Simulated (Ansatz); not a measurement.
ZnCdS₂:
```
ZnCdS2
1.0
    3.88306     0.00000     0.00000
    0.00000     3.88306     0.00000
    0.00000     0.00000     5.58922
Zn Cd S
1 1 2
Cartesian
  0.00000   0.00000   2.79461
  1.94153   1.94153   0.00000
  1.94153   0.00000   1.54019
  0.00000   1.94153   4.04903
```

This is the LDA-relaxed structure. Cartesian axes are those of the cell as given.

Task: All from the program Ansatz at the LDA level (PAW), unless another level is named. Give the hole effective mass, band 1 of 2 at the edge.

Result: 3.3 along x, 0.68 along z (mₑ).

Task: Give the weight of the conduction-edge state by species (Voronoi cells).

Result: S 40 %, Cd 32 %, Zn 27 %.

Task: Next, the valence-band maximum?

Result: at Γ.

Space group P-4m2. The workflow started from a Materials Project entry (that database holds measured and hypothetical structures alike); the Crystallography Open Database copy checked does not list it. Whether it is the stable phase at ambient conditions was not checked. Symmetry was held in the LDA relaxation; of distortions, only those at the zone centre were tested. Spin–orbit coupling is left out wherever it is not named.

Potentials: the later of the program's two PAW sets.

Edges and masses are those of Kohn–Sham bands, whose gap is no quasiparticle gap.
